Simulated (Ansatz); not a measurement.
Total density of states per atom from the program Ansatz at the PBEsol level (PAW), in 0.25 eV bins, energy from the Fermi level:

(E (eV), states/eV/atom): (-7.85, 0.36); (-7.60, 0.39); (-7.35, 0.43); (-7.10, 0.41); (-6.85, 0.37); (-6.60, 0.29); (-6.35, 0.27); (-6.10, 0.31); (-5.85, 0.30); (-5.60, 0.29); (-5.35, 0.24); (-5.10, 0.21); (-4.85, 0.19); (-4.60, 0.19); (-4.35, 0.20); (-4.10, 0.25); (-3.85, 0.30); (-3.60, 0.38); (-3.35, 0.46); (-3.10, 0.57); (-2.85, 0.53); (-2.60, 0.50); (-2.35, 0.46); (-2.10, 0.39); (-1.85, 0.41); (-1.60, 0.45); (-1.35, 0.46); (-1.10, 0.46); (-0.85, 0.46); (-0.60, 0.42); (-0.35, 0.47); (-0.10, 0.47); (0.15, 0.46); (0.40, 0.51); (0.65, 0.53); (0.90, 0.50); (1.15, 0.52); (1.40, 0.57); (1.65, 0.58); (1.90, 0.56); (2.15, 0.65); (2.40, 0.68); (2.65, 0.64); (2.90, 0.63); (3.15, 0.60); (3.40, 0.56); (3.65, 0.59); (3.90, 0.60); (4.15, 0.59); (4.40, 0.54); (4.65, 0.53)

Problem. Pick the material that matches.
A. InCo3SnS2, R-3m (In on 3b, Co on 9e, Sn on 3a, S on 6c)
B. NbAl3, I4/mmm (Al on 2b, Al on 4d, Nb on 2a)
C. SnGe3, I4/mmm (Sn on 2a, Ge on 4d, Ge on 2b)
D. Sn, Im-3m (Sn on 12d)

Solution. C, SnGe3, I4/mmm (Sn on 2a, Ge on 4d, Ge on 2b). Within 0.5 eV of the Fermi level: Ge 4p 64 %, Sn 5p 16 %, Ge 4s 11 %, Sn 5s 5 %. Projections are on Löwdin-orthogonalised atomic valence shells; empty p or d shells of many metals are not among them.

The first step of the workflow began from a Materials Project structure, measured or hypothetical; the Crystallography Open Database copy checked does not list it. Its standing as an ambient phase is unchecked. The cell was relaxed with PBEsol under the symmetry of its start; phonons show weakly imaginary modes. Its formation energy is positive at this level, so the cell may be metastable or incomplete. Spin–orbit coupling is left out wherever it is not named.

Potentials: the later of the program's two PAW sets.
